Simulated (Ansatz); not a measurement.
## Levels of theory on BiAu (rocksalt start)

The compound was started in one structure type and brought to zero pressure at each level (plane-wave PAW code Ansatz, Gaussian smearing of 0.05 eV, scalar-relativistic unless SOC, spin–orbit coupling, is named).

The structure was built from a prototype; whether the compound forms in it isn't claimed.

The cell at PBEsol (neighbours within 15 % of each site's shortest distance, so a longer bond may be listed from one end only): It takes space group Fm-3m (No. 225, cubic). The conventional cell has a = 5.833 Å, b = 5.833 Å, c = 5.833 Å, α = 90.00°, β = 90.00°, γ = 90.00°. Around Au (site symmetry m-3m) lie 6 Bi at 2.92 Å. Around Bi (site symmetry m-3m) lie 6 Au at 2.92 Å.

| level | cutoff (eV) | k-mesh | final group | a (Å) | V (Å³/atom) | gap (eV) | B0 (GPa) | E_f (eV/atom) |
| --- | --- | --- | --- | --- | --- | --- | --- | --- |
| PBEsol | 420 | 10×10×10 | Fm-3m | 5.833 | 24.81 | metal | 86 | 0.01 |
| PBE | 420 | 10×10×10 | Fm-3m | 5.942 | 26.22 | metal | 72 | -0.01 |
| r²SCAN | 500 | 10×10×10 | Fm-3m | 5.882 | 25.43 | metal | 81 | 0.03 |

Volumes against PBE: PBEsol −5.4 %, r²SCAN −3.0 %. PBEsol < PBE is the usual order of volumes: a stronger gradient correction lowers the energy of inhomogeneous, expanded densities and so lengthens the bonds (here 1.9 % in length from PBEsol to PBE, a third of the change in volume). Of these two, the larger cell is the softer: stretching the PBEsol crystal to the PBE volume along its own (Murnaghan) curve would take its modulus to B0 (V0/V)^B0′ = 86 × (24.81/26.22)^5.2 = 65 GPa, against 72 GPa found, so volume alone would soften it more than is found. The formation energy spans 0.04 eV/atom over the functionals (PBE lowest, r²SCAN highest); the spread holds the functional's effect on the elements as well as on the compound, and its sign changes.

Spin–orbit coupling is left out, which matters for the heaviest elements here. The PAW datasets were made for PBE. E_f is the formation energy from the elements run alike, at 0 K, without zero-point energy; it is good to about 0.01 eV/atom as a calculation.

All runs used the PAW datasets of the set soft_2.
